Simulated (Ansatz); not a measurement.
# Re (Fm-3m), two-dimensional strain map

Computed with DFT PBEsol, scalar-relativistic, plane waves, PAW in Ansatz 0.2.0. The runs took a 420 eV cutoff, a Γ-centred 20×20×20 mesh and Gaussian smearing (0.15 eV). Spin–orbit coupling is left out, which can shift energies with elements as heavy as these. No spin polarisation. Energies are free energies at this smearing, counted from the undisturbed cell; pressure is positive in compression.

Zero of the scan (as given, not relaxed at this level; it stands at -18.5 GPa; this fcc form isn't the usual structure):

```
Re
1.0
     0.00000    1.97500    1.97500
     1.97500    0.00000    1.97500
     1.97500    1.97500    0.00000
Re
1
Direct
  0.00000 0.00000 0.00000
```

The cell is strained by p along both x and y and by q along z, fractional coordinates fixed. Points are written (p, q). At -19 GPa the given cell is far from its own equilibrium, so these figures belong to a strongly strained crystal.

p was sampled at -0.080, -0.040, 0.000, 0.040, 0.080 and q at -0.080, -0.040, 0.000, 0.040, 0.080.

**Question.** Where on the computed points is the energy highest, and how high?

**Answer.** At (0.080, 0.080): 1083.9 meV/atom.

**Question.** Away from (0, 0), which computed point is lowest?

**Answer.** (0.000, -0.040): -31.4 meV/atom.

The map, in meV/atom:

| p \ q | -0.080 | -0.040 | 0.000 | 0.040 | 0.080 |
| --- | --- | --- | --- | --- | --- |
| -0.080 | 750.5 | 447.5 | 280.5 | 217.4 | 228.7 |
| -0.040 | 210.2 | 39.7 | -17.8 | 15.5 | 116.9 |
| 0.000 | 26.4 | -31.4 | 0.0 | 105.8 | 270.7 |
| 0.040 | 91.9 | 134.0 | 240.2 | 403.3 | 613.1 |
| 0.080 | 332.4 | 460.6 | 630.3 | 839.9 | 1083.9 |